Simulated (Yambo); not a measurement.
Yambo run on LiBr (rock salt, space group Fm-3m, No. 225). The wavefunctions are norm-conserving PBEsol (Quantum ESPRESSO, 74 Ry, scalar-relativistic) ones on a 4×4×4 mesh (5 occupied bands); a = 3.825 Å, b = 3.825 Å, c = 3.825 Å, α = 60.00°, β = 60.00°, γ = 60.00°.

Yambo input:

```
rim_cut
gw0
dyson
el_el_corr
HF_and_locXC
ppa
em1d
RandQpts= 1000000
RandGvec= 1 Ry
EXXRLvcs= 74 Ry
VXCRLvcs= 296 Ry
Chimod= "HARTREE"
% BndsRnXp
 2 | 147 |
%
NGsBlkXp= 14 Ry
% LongDrXp
 1.0 | 1.0 | 1.0 |
%
PPAPntXp= 27.2114 eV
% GbndRnge
 1 | 147 |
%
GTermKind= "none"
DysSolver= "n"
ExtendOut
% QPkrange
 1 | 1 | 5 | 6 |
%
```

k points by index: 1 = Γ.

Table of the .qp output:

```
#    K-point    Band    Eo [eV]    E [eV]    E-Eo [eV]    Vxc [eV]    Vnlxc [eV]    Sc|Eo [eV]    Sc|E [eV]    dSc/dw|Eo [eV]    Re(Z)    Im(Z)
#
    1    5    0.000000    -1.652597    -1.652597    -13.13362    -16.75988    1.592923    1.973664    -6.268837    0.812758    -0.001219
    1    6    4.988625    5.743816    0.755190    -8.960878    -4.537834    -3.526713    -3.667853    -5.084858    0.842554    -0.001139
```
(The two width columns are left out.) Convergence of these settings isn't established.

Spin-orbit coupling is not included.

Geometry relaxed with PBEsol.
